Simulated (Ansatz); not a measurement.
## Calculated with Ansatz: Pd2Au, relaxation

The input file (Ansatz 0.2.0, plane waves):

```yaml
crystal:
  lattice:
    - [1.481096, 2.565331, 0.0]
    - [-1.481096, 2.565331, 0.0]
    - [0.0, 0.0, 11.754491]
  atoms:
    - { symbol: Au, position: [0.3333, 0.3334, 0.25] }
    - { symbol: Au, position: [0.6666, 0.6667, 0.75] }
    - { symbol: Pd, position: [0.3333, 0.3334, 0.625] }
    - { symbol: Pd, position: [0.6666, 0.6667, 0.125] }
    - { symbol: Pd, position: [0.3333, 0.3334, 0.875] }
    - { symbol: Pd, position: [0.6667, 0.6667, 0.375] }
  symmetry: { tolerance: 0.0003 }
kpoints:
  mp_grid: { grid: [13, 13, 3], shift: [0, 0, 0] }
magnetization:
  spin_polarized: false
scf:
  occupations: { method: cold, width: 0.2345 }
  lower_state_search: "off"
hamiltonian:
  pseudopotentials: { kind: paw }
  xc: pbe
basis:
  ecutwfc: 420
  fft_grid_basis: typed
relax:
  max_steps: 40
  cell: { p_target: 0.0 }
output:
  forces: true
  stress: true
  eigenvalues: true
  bader: true
  populations: true
  elf: true
  write_potential: true
  volumetric_format: npy
  dos:
    e_range: [-12, 8]
    de: 0.05
    projected: { site_lists: { Au: [Au], Pd: [Pd] } }
  write_density: true
checkpoint:
  read: saved_state
```

The command:

```bash
ansatz run input.yaml --threads 2 --pin off --max-ram 3584MiB --backend cpu --events-out ev --progress --plain --runs-dir out
```

Origin of the cell: a known structure type with other elements, at an estimated volume, so it need not be a known compound.

The saved state is a converged single point of the same cell.

Steps («new basis» is an SCF on plane waves selected anew at the same cell):

```csv
step,ΔF (meV/atom),max force component (eV/Å),P (GPa),volume (Å³),SCF iterations,step was
1,0.0,13.652,109.84,89.32,6,accepted
2,-1870.1,4.578,21.57,101.65,8,accepted
3,-2303.2,2.136,9.65,97.11,7,accepted
4,-2419.7,1.111,13.64,91.82,7,accepted
5,-2496.6,0.189,1.68,96.47,7,accepted
6,-2506.2,0.021,-0.36,96.68,6,accepted
7,-2506.9,0.008,0.04,96.66,5,accepted
8,-2507.0,0.001,-0.01,96.66,5,accepted
9,-2518.8,0.000,1.39,96.66,8,new basis
10,-2522.0,0.025,-0.33,97.68,5,accepted
11,-2522.7,0.021,0.20,97.36,5,accepted
12,-2522.7,0.001,-0.01,97.49,5,accepted
13,-2522.7,0.001,-0.02,97.49,6,new basis
```

Step 1, with forces in eV/Å:

```xyz
6
Lattice="1.481 2.565 0.000 -1.481 2.565 0.000 0.000 0.000 11.754" Properties=species:S:1:pos:R:3:forces:R:3 pbc="T T T" step=1
Au    0.000    1.710    2.939    0.000    0.000    0.000
Au    0.000    3.420    8.816    0.000    0.000    0.000
Pd    0.000    1.710    7.347    0.000    0.000  -13.652
Pd    0.000    3.420    1.469    0.000    0.000  -13.652
Pd    0.000    1.710   10.285    0.000    0.000   13.652
Pd    0.000    3.420    4.408    0.000    0.000   13.652
```

Step 2, with forces in eV/Å:

```xyz
6
Lattice="1.546 2.677 0.000 -1.546 2.677 0.000 0.000 0.000 12.285" Properties=species:S:1:pos:R:3:forces:R:3 pbc="T T T" step=2
Au    0.000    1.785    3.071    0.000    0.000    0.000
Au    0.000    3.569    9.214    0.000    0.000    0.000
Pd    0.000    1.785    7.474    0.000    0.000   -4.578
Pd    0.000    3.569    1.332    0.000    0.000   -4.578
Pd    0.000    1.785   10.953    0.000    0.000    4.578
Pd    0.000    3.569    4.811    0.000    0.000    4.578
```

Step 3, with forces in eV/Å:

```xyz
6
Lattice="1.504 2.605 0.000 -1.504 2.605 0.000 0.000 0.000 12.389" Properties=species:S:1:pos:R:3:forces:R:3 pbc="T T T" step=3
Au    0.000    1.737    3.097    0.000    0.000    0.000
Au    0.000    3.474    9.292    0.000    0.000    0.000
Pd    0.000    1.737    7.333    0.000    0.000   -2.136
Pd    0.000    3.474    1.139    0.000    0.000   -2.136
Pd    0.000    1.737   11.251    0.000    0.000    2.136
Pd    0.000    3.474    5.056    0.000    0.000    2.136
```

Step 4, with forces in eV/Å:

```xyz
6
Lattice="1.432 2.481 0.000 -1.432 2.481 0.000 0.000 0.000 12.922" Properties=species:S:1:pos:R:3:forces:R:3 pbc="T T T" step=4
Au    0.000    1.654    3.231    0.000    0.000    0.000
Au    0.000    3.307    9.692    0.000    0.000    0.000
Pd    0.000    1.654    7.458    0.000    0.000    1.111
Pd    0.000    3.307    0.997    0.000    0.000    1.111
Pd    0.000    1.654   11.926    0.000    0.000   -1.111
Pd    0.000    3.307    5.464    0.000    0.000   -1.111
```

Step 5, with forces in eV/Å:

```xyz
6
Lattice="1.437 2.489 0.000 -1.437 2.489 0.000 0.000 0.000 13.491" Properties=species:S:1:pos:R:3:forces:R:3 pbc="T T T" step=5
Au    0.000    1.659    3.373    0.000    0.000    0.000
Au    0.000    3.318   10.118    0.000    0.000    0.000
Pd    0.000    1.659    7.853    0.000    0.000   -0.189
Pd    0.000    3.318    1.108    0.000    0.000   -0.189
Pd    0.000    1.659   12.383    0.000    0.000    0.189
Pd    0.000    3.318    5.638    0.000    0.000    0.189
```

Step 6, with forces in eV/Å:

```xyz
6
Lattice="1.413 2.448 0.000 -1.413 2.448 0.000 0.000 0.000 13.973" Properties=species:S:1:pos:R:3:forces:R:3 pbc="T T T" step=6
Au    0.000    1.632    3.493    0.000    0.000    0.000
Au    0.000    3.264   10.480    0.000    0.000    0.000
Pd    0.000    1.632    8.120    0.000    0.000    0.021
Pd    0.000    3.264    1.133    0.000    0.000    0.021
Pd    0.000    1.632   12.840    0.000    0.000   -0.021
Pd    0.000    3.264    5.853    0.000    0.000   -0.021
```

Step 9, with forces in eV/Å:

```xyz
6
Lattice="1.418 2.456 0.000 -1.418 2.456 0.000 0.000 0.000 13.874" Properties=species:S:1:pos:R:3:forces:R:3 pbc="T T T" step=9
Au    0.000    1.638    3.469    0.000    0.000    0.000
Au    0.000    3.275   10.406    0.000    0.000    0.000
Pd    0.000    1.638    8.064    0.000    0.000    0.000
Pd    0.000    3.275    1.127    0.000    0.000    0.000
Pd    0.000    1.638   12.747    0.000    0.000    0.000
Pd    0.000    3.275    5.810    0.000    0.000    0.000
```

Step 10, with forces in eV/Å:

```xyz
6
Lattice="1.415 2.452 0.000 -1.415 2.452 0.000 0.000 0.000 14.074" Properties=species:S:1:pos:R:3:forces:R:3 pbc="T T T" step=10
Au    0.000    1.634    3.518    0.000    0.000    0.000
Au    0.000    3.269   10.555    0.000    0.000    0.000
Pd    0.000    1.634    8.178    0.000    0.000    0.025
Pd    0.000    3.269    1.141    0.000    0.000    0.025
Pd    0.000    1.634   12.933    0.000    0.000   -0.025
Pd    0.000    3.269    5.896    0.000    0.000   -0.025
```

Step 11, with forces in eV/Å:

```xyz
6
Lattice="1.408 2.438 0.000 -1.408 2.438 0.000 0.000 0.000 14.181" Properties=species:S:1:pos:R:3:forces:R:3 pbc="T T T" step=11
Au    0.000    1.626    3.545    0.000    0.000    0.000
Au    0.000    3.251   10.636    0.000    0.000    0.000
Pd    0.000    1.626    8.244    0.000    0.000   -0.021
Pd    0.000    3.251    1.153    0.000    0.000   -0.021
Pd    0.000    1.626   13.028    0.000    0.000    0.021
Pd    0.000    3.251    5.937    0.000    0.000    0.021
```

Step 13, with forces in eV/Å:

```xyz
6
Lattice="1.409 2.441 0.000 -1.409 2.441 0.000 0.000 0.000 14.172" Properties=species:S:1:pos:R:3:forces:R:3 pbc="T T T" step=13
Au    0.000    1.627    3.543    0.000    0.000    0.000
Au    0.000    3.254   10.629    0.000    0.000    0.000
Pd    0.000    1.627    8.237    0.000    0.000    0.001
Pd    0.000    3.254    1.151    0.000    0.000    0.001
Pd    0.000    1.627   13.022    0.000    0.000   -0.001
Pd    0.000    3.254    5.936    0.000    0.000   -0.001
```

| Quantity | Value |
| --- | --- |
| Free energy lowered by | 2522.7 meV/atom |
| Volume change | 9.14 % |
| Final pressure | -0.02 GPa |
| Relaxation steps listed | 13 |

Caveats: no spin-orbit coupling, though heavy elements are present; the given cell is far from equilibrium, with atoms too close or a volume far off; the relaxation held the start's symmetry, so the end may be a saddle point; wide smearing.

The run took 83 s on 2 threads of Intel(R) Xeon(R) Platinum 8488C (Sapphire Rapids), with other jobs on the host, peak memory 0.58 GiB, from a saved density.
